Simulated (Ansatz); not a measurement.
IrC in space group P-6m2 (No. 187; Ir on 1a, C on 1d), the program Ansatz at the PBE level (PAW), all energies at zero smearing, with the estimated change up to a 700 eV cutoff added, with one set of potentials and settings (totals compare only within such a set). Cell of 2 atoms (1 Ir, 1 C): -12185.325 eV.

```tsv
element	reference phase	E (eV/atom)
Ir	Fm-3m, 1 atoms in the cell	-11936.8363
C	P6_3/mmc, 4 atoms in the cell	-250.9463
```

Formation energy per atom, worked out: (-12185.325 − 1×(-11936.8363) − 1×(-250.9463))/2 = 1.229 eV/atom (119 kJ per mol of atoms), at 0 K, without zero-point energy or fitted corrections.

The start of the workflow was typed in or built on a structure type; neither database checked (COD, Materials Project) lists it. Whether it is the stable phase at ambient conditions was not checked. The PBE relaxation kept the symmetry of its start; whether a distortion lowers the energy is not shown. The run is not spin-polarised. Its formation energy is positive at this level, so the cell may be metastable or incomplete. The references are the lowest solids computed at this level, not always the standard phases. Spin–orbit coupling is left out wherever it is not named.

Potentials: the earlier of the program's two PAW sets.
